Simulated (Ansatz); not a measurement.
TiTe$_{2}$:
```
CELL_PARAMETERS angstrom
      3.66681     0.00000     0.00000
     -1.83341     3.17555     0.00000
      0.00000     0.00000     6.33640
ATOMIC_POSITIONS crystal
  Ti 0.00000 0.00000 0.00000
  Te 0.33333 0.66667 0.26928
  Te 0.66667 0.33333 0.73072
```

Relaxed with LDA. Special points in fractions of this cell's reciprocal vectors: Γ (0.000, 0.000, 0.000); M (0.500, 0.000, 0.000); K (0.333, 0.333, 0.000); A (0.000, 0.000, 0.500); L (0.500, 0.000, 0.500); H (0.333, 0.333, 0.500).

Question: List the band energies nearest the Fermi level at these points for the program Ansatz at the LDA level (PAW).

Answer: In eV from the Fermi level; about four levels below and three above (degenerate sets whole), none deeper than 8.9 eV; points with the same levels are listed once.

| k | below | above |
|---|---|---|
| Γ | -5.71 -1.65 -1.65 | 0.22 0.43 0.43 |
| M | -2.58 -1.76 -1.15 -0.05 | 1.30 1.66 2.53 |
| K | -4.00 -4.00 -2.49 -2.49 -2.49 | 1.10 1.60 1.60 |
| A | -3.40 -3.04 -1.55 -1.55 | 0.42 0.42 0.93 0.93 |
| L | -2.12 -0.90 -0.44 -0.44 | 1.30 1.65 2.72 |
| H | -3.85 -3.60 -1.77 -1.77 | 1.00 1.00 1.11 |

Space group P-3m1 (CdI2 type). The cell was relaxed with LDA under the symmetry of its start; of distortions, only those at the zone centre were tested. The run is not spin-polarised. A crystal of weakly bound layers computed without a dispersion correction: the cell and the soft elastic constants depend strongly on that. Scalar-relativistic: spin–orbit coupling is off unless named, which matters more the heavier the elements.

Potentials: the later of the program's two PAW sets.
